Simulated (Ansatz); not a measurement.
# Does relaxation matter for the field gradients of SiC with Sb replacing Si?

Start: a supercell of SiC (zinc blende type, F-43m) built from an entry of the Crystallography Open Database (COD), with all atoms left at the host's positions.

Space group F-43m (No. 216); a = 13.0740 Å.

```csv
site,Wyckoff,site symmetry,x,y,z
Sb,4a,-43m,0.0000,0.0000,0.0000
Si2,48h,..m,0.1667,0.0000,0.1667
Si5,16e,.3m,0.3333,0.8333,0.1667
Si9,16e,.3m,0.6667,0.6667,0.3333
Si15,24f,2.mm,0.5000,0.6667,0.5000
C28,16e,.3m,0.0833,0.9167,0.0833
C29,24g,2.mm,0.2500,0.9167,0.2500
C33,48h,..m,0.5833,0.7500,0.4167
C41,16e,.3m,0.4167,0.5833,0.4167
C54,4c,-43m,0.7500,0.2500,0.7500
```

One atom of each set is listed; the run and its k-mesh use a cell of 54 atoms with edges of 9.24, 9.24, 9.24 Å.

The numbers come from a DFT calculation in Ansatz (PBE, plane waves and PAW, scalar-relativistic, collinear spin, 420 eV cutoff, Γ-centred 3×3×3 k-points, Fermi–Dirac smearing 0.01 eV). Start moments as typed (μB): 1 on each Sb, none on the rest.

The largest force at the start is 5.3 eV/Å. Relaxing the ions at fixed cell moves them by 0.167 Å at most (atom 28, C) and 0.050 Å rms.

```csv
site,moved (Å),first shell before,first shell after,V_zz before (10²¹ V/m²),η before
Sb,0.000,4 C at 1.89 Å,4 C at 2.05 Å,0.00,–
Si2,0.045,4 C at 1.89 Å,4 C at 1.86–1.88 Å,0.81,0.09
Si5,0.004,4 C at 1.89 Å,4 C at 1.88 Å,-0.12,0.00
Si9,0.001,4 C at 1.89 Å,4 C at 1.89 Å,-0.19,0.00
Si15,0.005,4 C at 1.89 Å,4 C at 1.88–1.89 Å,0.15,0.95
C28,0.167,"1 Sb at 1.89 Å, 3 Si at 1.89 Å","3 Si at 1.88 Å, 1 Sb at 2.05 Å",0.89,0.00
C29,0.007,4 Si at 1.89 Å,4 Si at 1.86–1.88 Å,0.20,0.35
C33,0.002,4 Si at 1.89 Å,4 Si at 1.88–1.89 Å,0.16,0.89
C41,0.000,4 Si at 1.89 Å,4 Si at 1.88 Å,-0.026,0.00
```

(1) What are V_zz and η after the relaxation?

Answers

(1) 

```
site  V_zz after  η after  change of V_zz
  Sb        0.00        –            0.00
 Si2       -0.94     0.79               –
 Si5       -0.20     0.00           -0.08
 Si9       -0.22     0.00           -0.03
Si15        0.18     0.92           +0.03
 C28        1.99     0.00           +1.10
 C29       -0.38     0.27           -0.58
 C33      -0.095     0.25               –
 C41       0.006     0.00           +0.03
```

The largest change of V_zz along a kept axis is on C28, from 0.89 to 1.99. On C29 V_xx and V_yy change places (or their axes turn by over 50°), so the two values of η hide a larger change. V_zz changes sign on C29 (same axis). On Si2, C33 the largest principal value lies along another axis in the second run, so the two V_zz can't be compared directly. Other sites without a gradient aren't listed.

The defect repeats with the cell of 54 atoms, so it feels its images: sites between two images don't show the values beside a lone defect, and zeros or small values of η there can come from the images' arrangement. The defect cell has no gap above 0.1 eV on its mesh, so the values can hang on the smearing and the k-mesh. Without spin–orbit coupling (the program notes it for Sb) the gradients can shift somewhat, as the gap is small. The run lost most of its start moments on Sb; a state with other moments may lie lower.
Before: The cell keeps the host's lattice, where the PBE pressure is 8 GPa. The neighbours have not yet relaxed around the defect (largest force 5.3 eV/Å), so the values at and beside it are those of a strained start, not of the defect in a real crystal.
After: The relaxation keeps the site symmetry -43m of the start, so the impurity can't leave its site; a distortion that would localise the partly filled state isn't explored. The cell keeps the host's lattice, where the PBE pressure is 7 GPa.
